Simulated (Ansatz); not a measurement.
Ansatz (a first-principles code) input:

Ansatz 0.2 input:
```yaml
crystal:
  lattice:
    - [-2.3601958581, 2.3601958581, 7.2976173894]
    - [2.3601958581, -2.3601958581, 7.2976173894]
    - [2.3601958581, 2.3601958581, -7.2976173894]
  atoms:
    - { symbol: Ba, position: [0.0, 0.0, 0.0] }
    - { symbol: Ba, position: [0.75, 0.25, 0.5] }
    - { symbol: Ge, position: [0.4161398732, 0.4161398732, 0.0] }
    - { symbol: Ge, position: [0.1661398732, 0.6661398732, 0.5] }
    - { symbol: Ge, position: [0.3338601268, 0.8338601268, 0.5] }
    - { symbol: Ge, position: [0.5838601268, 0.5838601268, 0.0] }
kpoints:
  mp_grid: { grid: [9, 9, 9] }
  band_path:
    path:
      - [[0.0, 0.0, 0.0], [0.0, 0.0, 0.5], [0.25, 0.25, 0.25], [0.0, 0.5, 0.0], [0.0, 0.0, 0.0], [0.5, 0.5, -0.5], [0.2761501339, 0.7238498661, -0.2761501339]]  # Γ-X-P-N-Γ-M-S
      - [[-0.2761501339, 0.2761501339, 0.2761501339], [0.0, 0.0, 0.0]]  # S_0-Γ
      - [[0.0, 0.0, 0.5], [-0.0523002678, 0.0523002678, 0.5]]  # X-R
      - [[0.5, 0.5, -0.0523002678], [0.5, 0.5, -0.5]]  # G-M
    npoints: 8
basis: { xc_grid: 2 }
hamiltonian:
  xc: pbesol
  pseudopotentials: { kind: paw }
magnetization: { noncollinear: true, spin_orbit: true }
scf:
  n_extra_bands: 12
  convergence: { dr2_threshold: 0.0000000001 }
  occupations: { method: gaussian, width: 0.05 }
output: { eigenvalues: true }
```

Output (shortened):

```
basis.fft_grid_basis auto: the FFT boxes are laid along the combinations [[1, 0, 1], [0, 1, 1], [0, 0, 1]] of the cell's own vectors, 4.720, 4.720 and 8.025 Å …
Pseudopotential: Ba, paw_fr, valence charge 10
Pseudopotential: Ge, paw_fr, valence charge 14
Functional definition: PBEsol
non-collinear run that drives no moment, with spin-orbit …
Crystal: 6 atoms, lattice volume = 162.606 Å³
Basis set: ecut = 420 eV, 3185 PW (Γ), FFT grids on a1+a3, a2+a3, a3, exchange–correlation on 64×64×108 points (8 copies of the dense FFT grid, shifted against one another)
Bands: 88, of which v1, the nominal top of the filled ones, is band 76 counted from 1 (75 counted from 0)
Symmetry: 16 space group operations + 16 with time reversal
k-points: 75 of 729
Projection manifold: j_resolved (fully-relativistic pseudo-atomic orbitals)
SCF iter   1: F=—  HF=-28754.489602 eV  |F-HF|=—  |Δ(HF+E_count)|=         —  Δρ=3.87e-2  dr2=5.98e0  dr2_m=0.00e0 (ungated)  ethr=3.10e-3  |M|=0.00e0 ∫|m|=0.00e0 μB  |m|>n=0.0e0 m-floor=0.0e0 τ_xc=0.0e0  β_m=0.30  ⟨swp⟩=8.5  Hψ=17421  notcnv=0  defer=20
preconditioner: auto → Kerker (q_TF=auto, 2.403 Å⁻¹)
spin=Noncollinear: Kerker preconditioning applied to the charge; magnetization (m_x, m_y, m_z) channels mix plain (no charge-response kernel on spin).
SCF iter   2: F=—  HF=-28753.477749 eV  |F-HF|=—  |Δ(HF+E_count)|=    1.01e0  Δρ=2.80e-2  dr2=3.32e0  dr2_m=0.00e0 (ungated)  ethr=3.10e-3  |M|=0.00e0 ∫|m|=0.00e0 μB  |m|>n=0.0e0 m-floor=0.0e0 τ_xc=0.0e0  β_m=0.59  ⟨swp⟩=3.9  Hψ=6904  notcnv=0  defer=428
SCF iter   3: F=—  HF=-28752.428682 eV  |F-HF|=—  |Δ(HF+E_count)|=    1.05e0  Δρ=8.53e-3  dr2=3.10e-1  dr2_m=0.00e0 (ungated)  ethr=3.10e-3  |M|=0.00e0 ∫|m|=0.00e0 μB  |m|>n=0.0e0 m-floor=0.0e0 τ_xc=0.0e0  β_m=0.58  ⟨swp⟩=3.7  Hψ=4394  notcnv=0  defer=428
SCF iter   4: F=—  HF=-28752.329134 eV  |F-HF|=—  |Δ(HF+E_count)|=   9.95e-2  Δρ=2.64e-3  dr2=1.46e-2  dr2_m=0.00e0 (ungated)  ethr=4.08e-4  |M|=0.00e0 ∫|m|=0.00e0 μB  |m|>n=0.0e0 m-floor=0.0e0 τ_xc=0.0e0  β_m=0.79  ⟨swp⟩=4.3  Hψ=7437  notcnv=0  defer=440
SCF iter   5: F=—  HF=-28752.327181 eV  |F-HF|=—  |Δ(HF+E_count)|=   1.95e-3  Δρ=6.56e-4  dr2=1.01e-3  dr2_m=0.00e0 (ungated)  ethr=1.92e-5  |M|=0.00e0 ∫|m|=0.00e0 μB  |m|>n=0.0e0 m-floor=0.0e0 τ_xc=0.0e0  β_m=0.90  ⟨swp⟩=2.1  Hψ=4331  notcnv=0  defer=440
SCF iter   6: F=—  HF=-28752.327053 eV  |F-HF|=—  |Δ(HF+E_count)|=   1.27e-4  Δρ=1.32e-4  dr2=4.16e-5  dr2_m=0.00e0 (ungated)  ethr=1.33e-6  |M|=0.00e0 ∫|m|=0.00e0 μB  |m|>n=0.0e0 m-floor=0.0e0 τ_xc=0.0e0  β_m=0.95  ⟨swp⟩=3.0  Hψ=6120  notcnv=0  defer=440
SCF iter   7: F=—  HF=-28752.327066 eV  |F-HF|=—  |Δ(HF+E_count)|=   1.30e-5  Δρ=4.09e-5  dr2=4.47e-6  dr2_m=0.00e0 (ungated)  ethr=5.47e-8  |M|=0.00e0 ∫|m|=0.00e0 μB  |m|>n=0.0e0 m-floor=0.0e0 τ_xc=0.0e0  β_m=0.97  ⟨swp⟩=2.4  Hψ=5852  notcnv=0  defer=440
SCF iter   8: F=—  HF=-28752.327142 eV  |F-HF|=—  |Δ(HF+E_count)|=   7.57e-5  Δρ=1.15e-5  dr2=3.16e-7  dr2_m=0.00e0 (ungated)  ethr=5.89e-9  |M|=0.00e0 ∫|m|=0.00e0 μB  |m|>n=0.0e0 m-floor=0.0e0 τ_xc=0.0e0  β_m=0.99  ⟨swp⟩=2.7  Hψ=6033  notcnv=0  defer=440
SCF iter  11: F=-28752.327142 eV  HF=-28752.327142 eV  |F-HF|=1.09e-11  |Δ(HF+E_count)|=  3.64e-11  Δρ=1.73e-7  dr2=8.35e-11  dr2_m=0.00e0 (ungated)  ethr=1.00e-12  |M|=0.00e0 ∫|m|=0.00e0 μB  |m|>n=0.0e0 m-floor=0.0e0 τ_xc=0.0e0  ⟨swp⟩=12.0  Hψ=13458  notcnv=0…
SCF 1 converged in 11 iterations: F = -28752.327142 eV  dr2 = 8.35e-11
NSCF: frozen V_eff on 76 k-points
SCF converged after 11 iterations
Magnetization: |M| = 0.0000 μB,  M = (+0.0000, +0.0000, +0.0000) μB
Absolute magnetization: 0.0000 μB (∫|m|)
  site 0: m = (+0.0000, +0.0000, +0.0000) μB, |m| = 0.0000 μB  (R = 1.40 Å)
  site 1: m = (+0.0000, +0.0000, +0.0000) μB, |m| = 0.0000 μB  (R = 1.40 Å)
  site 2: m = (+0.0000, +0.0000, +0.0000) μB, |m| = 0.0000 μB  (R = 1.01 Å)
  site 3: m = (+0.0000, +0.0000, +0.0000) μB, |m| = 0.0000 μB  (R = 1.01 Å)
  site 4: m = (+0.0000, +0.0000, +0.0000) μB, |m| = 0.0000 μB  (R = 1.01 Å)
  site 5: m = (+0.0000, +0.0000, +0.0000) μB, |m| = 0.0000 μB  (R = 1.01 Å)
Free energy (F): -28752.327142 eV
Harris-Foulkes:  -28752.327142 eV  (|F-HF|=1.09e-11)
Internal energy: -28752.324620 eV  (E = F + TS)
E sigma→0 (E₀):  -28752.325881 eV
Entropy (-TS):   -0.002522 eV (-0.420 meV/atom)
Fermi energy:    9.211325 eV
--- Per-component energies (eV) ---
  E_band       = -612.320389
  E_kinetic    = 784.956421
  E_local      = -10909.073176  (includes V_loc(G=0)·N_el)
  E_nonlocal   = 1792.347400
  E_hartree    = 4785.200137
  E_xc         = -635.574865
  E_vxc        = -532.510297  (∫ρ·V_xc dr)
  E_paw        = -18202.093639  (= ΣΔE_a)
  E_vpaw       = -1318.442677  (= ΣTr[D̂ρ^β])
  E_aug_tail   = 0.001185  (compensation charges beyond the density's cutoff)
  E_ewald      = -6372.077128
  E_core_change = 3.989046  (= ΣΔE_core)
  E_smearing   = -0.002522  (= −TS)
  E_closure    =  0.000000  (closes the sum)
  Σ components = -28752.327142   (vs F -28752.327142, Δ=0.00e0)
  [band-id]    e_kinetic+e_local+e_nonlocal+2·e_hartree+e_vxc+e_vpaw+e_augmentation_tail = -612.320871   (vs E_band -612.320389, Δ=-4.82e-4)
--- Band table (eV; the first three rows and the last of 75) ---
  k-point 0: bands = ["-18.0994", "-18.0994", "-18.0532", "-18.0532", "-15.3725", "-15.3725", "-15.3484", "-15.3484", "-15.3451", "-15.3451", "-15.3031", "-15.3031", "-15.2792", "-15.2792", "-15.2766", "-15.2766", "-15.2630", "-15.2630", "-15.2613", …
  k-point 1: bands = ["-18.0957", "-18.0957", "-18.0527", "-18.0527", "-15.3724", "-15.3724", "-15.3499", "-15.3499", "-15.3445", "-15.3445", "-15.3057", "-15.3057", "-15.2790", "-15.2790", "-15.2768", "-15.2768", "-15.2621", "-15.2621", "-15.2609", …
  k-point 2: bands = ["-18.0860", "-18.0860", "-18.0518", "-18.0518", "-15.3718", "-15.3718", "-15.3538", "-15.3538", "-15.3427", "-15.3427", "-15.3121", "-15.3121", "-15.2786", "-15.2786", "-15.2772", "-15.2772", "-15.2602", "-15.2602", "-15.2599", …
  k-point 74: bands = ["-18.0759", "-18.0759", "-18.0747", "-18.0747", "-15.3667", "-15.3667", "-15.3657", "-15.3657", "-15.3210", "-15.3210", "-15.3193", "-15.3193", "-15.2776", "-15.2776", "-15.2769", "-15.2769", "-15.2619", "-15.2619", "-15.2616", …
```

Cost: roughly 6 core-minutes on shared cores.

Space group I4_1/amd. The workflow started from an entry of the Crystallography Open Database (COD). Whether it is the stable phase at ambient conditions was not checked. The PBEsol relaxation kept the symmetry of its start; whether a distortion lowers the energy is not shown.

Potentials: the later of the program's two PAW sets.

Ansatz is a plane-wave DFT program.
